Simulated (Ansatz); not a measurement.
## FeC₂S₂N₂: gradients before and after relaxing the atoms

Start: a COD entry, atoms as given.

```yaml
crystal:
  lattice:
    - [5.31500, -1.87100, 0.00000]
    - [5.31500, 1.87100, 0.00000]
    - [-1.60035, 0.00000, 5.95677]
  atoms:
    - { symbol: Fe, position: [0.00000, 0.00000, 0.00000] }
    - { symbol: C, position: [0.75861, 0.75861, 0.22200] }
    - { symbol: C, position: [0.24139, 0.24139, 0.77800] }
    - { symbol: S, position: [0.61030, 0.61030, 0.26680] }
    - { symbol: S, position: [0.38970, 0.38970, 0.73320] }
    - { symbol: N, position: [0.85963, 0.85963, 0.17658] }
    - { symbol: N, position: [0.14037, 0.14037, 0.82342] }
```

Atoms are numbered from 1 in the order listed; like atoms form one site, named after its first atom.

All values are calculated (Ansatz; DFT, PBE, plane waves and PAW, scalar-relativistic, collinear spin, 420 eV cutoff, Γ-centred 9×9×6 k-points, Fermi–Dirac smearing 0.05 eV), not measured. Start moments as typed (μB): 4 on each Fe, none on the rest.

The largest force at the start is 0.70 eV/Å. Relaxing the ions at fixed cell moves them by 0.104 Å at most (atom 4, S) and 0.082 Å rms.

```csv
site,atom,moved (Å),first shell before,first shell after,V_zz before (10²¹ V/m²),η before
Fe,1,0.000,"2 N at 2.06 Å, 4 S at 2.57 Å","2 N at 1.98 Å, 4 S at 2.61 Å",8.15,0.59
C,2,0.080,"1 N at 1.18 Å, 1 S at 1.67 Å, angle 176°","1 N at 1.18 Å, 1 S at 1.64 Å, angle 178°",-2.59,0.19
S,4,0.104,1 C at 1.67 Å,1 C at 1.64 Å,21.4,0.12
N,6,0.081,"1 C at 1.18 Å, 1 Fe at 2.06 Å, angle 163°","1 C at 1.18 Å, 1 Fe at 1.98 Å, angle 163°",-3.31,0.11
```

**Question.** How do the gradients change?

**Answer.** 

```csv
site,atom,V_zz after,η after,change of V_zz
Fe,1,-9.73,0.81,–
C,2,-2.62,0.21,-0.03
S,4,19.89,0.09,-1.47
N,6,-2.93,0.10,+0.38
```

The largest change of V_zz along a kept axis is on S, from 21.4 to 19.89. The whole tensor moves most on Fe, by 3.27 along its most changed direction. In per cent, |V_zz| changes by +1 on C, -7 on S, -11 on N (all sites that start above 2, bar those whose gradient vanishes or changes sign or whose main axis turns by over 40°). On Fe the largest principal value lies along another axis in the second run, so the two V_zz can't be compared directly.

With no gap above 0.1 eV, as in a metal, the gradients converge slowly in k; expect changes of a tenth or more on a denser mesh. Semilocal functionals can leave a metal where correlation in the d or f shell opens a gap in the real compound, and that would change the values at and beside Fe. With these PAW files V_zz is typically within 2 to 3 % of all-electron values, but misses above 10 % occur on Fe. All moments are parallel here, as the start or the cell imposes; many such compounds order antiparallel, where fields and spin densities carried over to other atoms largely cancel. The magnetic order is the one that the run reached from its start moments, not necessarily the measured one.
Before: At this cell the principal stresses reach 5 GPa in size with PBE, which can matter for small gradients.
